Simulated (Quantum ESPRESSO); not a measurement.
# Ge3Si13: convergence and cost over cutoff and k mesh

Simulated, not a measurement. The program is pw.x of Quantum ESPRESSO 7.5 (plane-wave density functional theory). The cell is made up: 16 atoms on a doubled zincblende/diamond lattice, with randomly drawn elements, strain and displacements, not relaxed. PseudoDojo standard norm-conserving files (v0.5 for PBE, v0.4.1 for LDA and PBEsol) set the functional; there is no spin polarisation, spin-orbit coupling or dispersion term, and the masses in the input are unused placeholders.

Input of the run in row 4:

```
&control calculation='scf', pseudo_dir='./dojo.nc.sr.pbe.v0_5.standard.upf', outdir='./o', disk_io='low', tprnfor=.true., tstress=.true. /
&system ibrav=0, nat=16, ntyp=2, nbnd=53, ecutwfc=77.98206166, nosym=.true., tot_charge=0,
 occupations='smearing', smearing='fd', degauss=0.0018374661
/
&electrons conv_thr=7.350e-09, electron_maxstep=60, /
ATOMIC_SPECIES
Ge 1.0 Ge.upf
Si 1.0 Si.upf
CELL_PARAMETERS angstrom
5.581 0.0 0.0
0.0 5.581 0.0
0.0 0.0 11.1619
ATOMIC_POSITIONS angstrom
Ge 0.0015 0.0193 -0.0207
Si -0.0611 2.8894 2.7812
Si 2.8197 -0.0025 2.7691
Si 2.7479 2.8309 -0.0172
Si -0.0234 -0.0487 5.5563
Si -0.0432 2.8729 8.3785
Si 2.8272 0.001 8.3298
Si 2.7805 2.795 5.6258
Si 1.3525 1.3941 1.4558
Si 1.4254 4.1457 4.1971
Si 4.1723 1.3781 4.1828
Ge 4.1439 4.1957 1.3811
Ge 1.3793 1.4076 6.9764
Si 1.3461 4.1567 9.7549
Si 4.197 1.4248 9.7681
Si 4.228 4.2052 6.9121
K_POINTS automatic
4 4 2 1 1 1
```

The same cell was run at these settings. Meshes are shifted by half a step, and differences are from the last row, which is itself not exact.

```
cutoff (eV)     k mesh  k points solved  threshold (eV)  free energy less the last row's (eV)  pressure (GPa)  largest stress difference (GPa)  largest force difference (eV/Å)  iterations  wall time (s)  k-point pools                  processor
        743  2 x 2 x 2                4           1e-04                                 6.044          -25.71                            24.20                            0.028           9             34              4  Intel Xeon, 2023 or later
       1061  2 x 2 x 2                4           1e-07                                 0.357           -2.45                             1.09                            0.027          13             70              4  Intel Xeon, 2023 or later
        560  4 x 4 x 2               16           1e-07                                83.976         -174.40                           171.91                            0.038          13             74              4  Intel Xeon, 2023 or later
       1061  4 x 4 x 2               16           1e-07                                 0.029           -2.51                             0.03                            0.001          13            197              4  Intel Xeon, 2023 or later
       1347  6 x 6 x 4               72           1e-07                                 0.000           -2.48                             0.00                            0.000          13           1559              4          Intel Xeon, older
```

Each pool is one process. Wall times include start-up and a band step at six k points, which weighs most on the coarsest meshes. The runs were on shared virtual cores whose load varied, so times are rough.